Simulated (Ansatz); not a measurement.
BiB (zinc blende, F-43m) at seven volumes, the program Ansatz at the r²SCAN level (PAW), scaled uniformly. One row is withheld.

```
V (Å³/atom)  P (GPa)
-----------  -------
18.822          9.35
19.442          5.70
20.063             ?
20.683          0.00
21.304         -2.22
21.924         -4.01
22.545         -5.60
```

**Question.** Fit the shown pressures and predict the withheld one.

**Answer.** P = (3/2)B₀(x^(7/2) − x^(5/2))[1 + (3/4)(B′ − 4)(x − 1)] with x = (V₀/V)^(2/3). Least squares on the six rows gives V₀ = 20.683 Å³/atom, B₀ = 79.4 GPa, B′ = 4.71. At V = 20.063, x = 1.0205 and P = 2.60 GPa. The run itself gave 2.62 GPa.

The cell is a constructed one: a structure type filled with these elements; neither database checked (COD, Materials Project) lists it. Its standing as an ambient phase is unchecked. The r²SCAN relaxation kept the symmetry of its start; of distortions, only those at the zone centre were tested. Spin–orbit coupling is left out wherever it is not named.

Potentials: the later of the program's two PAW sets.
